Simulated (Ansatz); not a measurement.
All numbers below come from DFT PBE, scalar-relativistic, plane waves, PAW, and for the lanthanide a 4f-in-core norm-conserving potential (Ansatz 0.2.0). All cells share a 770 eV cutoff and Γ-centred k meshes spaced about 0.3 Å⁻¹ or finer (0.25 for metals, 2π included). No spin polarisation in the final relaxations.

Temperature and zero-point effects are left out. All come from trial cells, and lower structures may exist.

Question: Which of these relaxed structures of ErSc₂Sb₃ is the lowest in energy?
A.

```cif
data_structure
_symmetry_space_group_name_H-M 'P-3m1'
_symmetry_Int_Tables_number 164
_cell_length_a 4.2256
_cell_length_b 4.2256
_cell_length_c 10.3340
_cell_angle_alpha 90.000
_cell_angle_beta 90.000
_cell_angle_gamma 120.000
_cell_volume 159.80
loop_
_atom_site_label
_atom_site_type_symbol
_atom_site_symmetry_multiplicity
_atom_site_Wyckoff_symbol
_atom_site_fract_x
_atom_site_fract_y
_atom_site_fract_z
_atom_site_occupancy
Er1 Er 1 a 0.00000 0.00000 0.00000 1
Sc1 Sc 2 d 0.33333 0.66667 0.66200 1
Sb1 Sb 2 d 0.33333 0.66667 0.17736 1
Sb2 Sb 1 b 0.00000 0.00000 0.50000 1
```

B.

```cif
data_structure
_symmetry_space_group_name_H-M 'P4/mmm'
_symmetry_Int_Tables_number 123
_cell_length_a 4.1616
_cell_length_b 4.1616
_cell_length_c 11.7450
_cell_angle_alpha 90.000
_cell_angle_beta 90.000
_cell_angle_gamma 90.000
_cell_volume 203.41
loop_
_atom_site_label
_atom_site_type_symbol
_atom_site_symmetry_multiplicity
_atom_site_Wyckoff_symbol
_atom_site_fract_x
_atom_site_fract_y
_atom_site_fract_z
_atom_site_occupancy
Er1 Er 1 c 0.50000 0.50000 0.00000 1
Sc1 Sc 2 g 0.00000 0.00000 0.24445 1
Sb1 Sb 1 a 0.00000 0.00000 0.00000 1
Sb2 Sb 2 h 0.50000 0.50000 0.73059 1
```

Answer: A. It has Er and Sc ordered on rock salt sites, space group P-3m1 (No. 164); the next, B, with space group P4/mmm (No. 123), lies 209 meV/atom higher. Counting Sb atoms around Er and Sc (those within 1.25 times the shortest such distance or 1.15 times the sum of covalent radii), the lowest has Er 6, Sc 6 and the next has Er 6, Sc 5.

Weakly bound directions are ill-defined at this level, which has no dispersion term (P4/mmm), and this can change margins and order among such cells. These runs have no spin–orbit coupling, which can matter for Sb. Cells relaxed within their symmetry can be saddle points. Some candidate types were left out of the draw beforehand, so a known form may be missing.

The lanthanide is trivalent by construction, without f bands, f moments or other valences.
